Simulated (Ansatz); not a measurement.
Relaxed-ion elastic tensor of Cs2AgBiBr6 in space group Fm-3m (No. 225; Bi on 4a, Ag on 4b, Cs on 8c, Br on 24e) in GPa (Voigt order), plane-wave PAW PBEsol (Ansatz code); density 5.04 g/cm³, 35.00 Å³ per atom.

```
45.6  17.2  17.2   0.0   0.0   0.0
17.2  45.6  17.2   0.0   0.0   0.0
17.2  17.2  45.6   0.0   0.0   0.0
 0.0   0.0   0.0   7.2   0.0   0.0
 0.0   0.0   0.0   0.0   7.2   0.0
 0.0   0.0   0.0   0.0   0.0   7.2
```

**Question.** Is the crystal mechanically stable?

**Answer.** Yes: the smallest eigenvalue of C is 7.2 GPa.

**Question.** Work out the Voigt, Reuss and Hill averages.

**Answer.** K_V = 26.7, K_R = 26.7, K_H = 26.7; G_V = 10.0, G_R = 9.0, G_H = 9.5 GPa.

**Question.** Give Young's modulus, Poisson's ratio, Pugh's ratio and the universal anisotropy index.

**Answer.** E = 9KG/(3K + G) = 25.4 GPa; ν = 0.34; K/G = 2.81 (ductile by the Pugh limit of 1.75); A_U = 5G_V/G_R + K_V/K_R − 6 = 0.58.

**Question.** Estimate the sound speeds and the Debye temperature.

**Answer.** v_l = √((K + 4G/3)/ρ) = 2790 m/s, v_t = √(G/ρ) = 1370 m/s, mean 1540 m/s; Θ = (h/k)(3n/4πV)^(1/3) v_m = 140 K.

**Question.** Give the Zener ratio and Young's modulus along [100], [110] and [111].

**Answer.** A = 2C44/(C11 − C12) = 0.51; 1/E = S11 − 2(S11 − S12 − S44/2)Γ with Γ = 0, 1/4, 1/3 gives 36.2, 22.3, 19.8 GPa.

Symmetry was held in the PBEsol relaxation; phonons show weakly imaginary modes. The run is not spin-polarised. Scalar-relativistic: spin–orbit coupling is off unless named, which matters more the heavier the elements.

Potentials: the later of the program's two PAW sets.
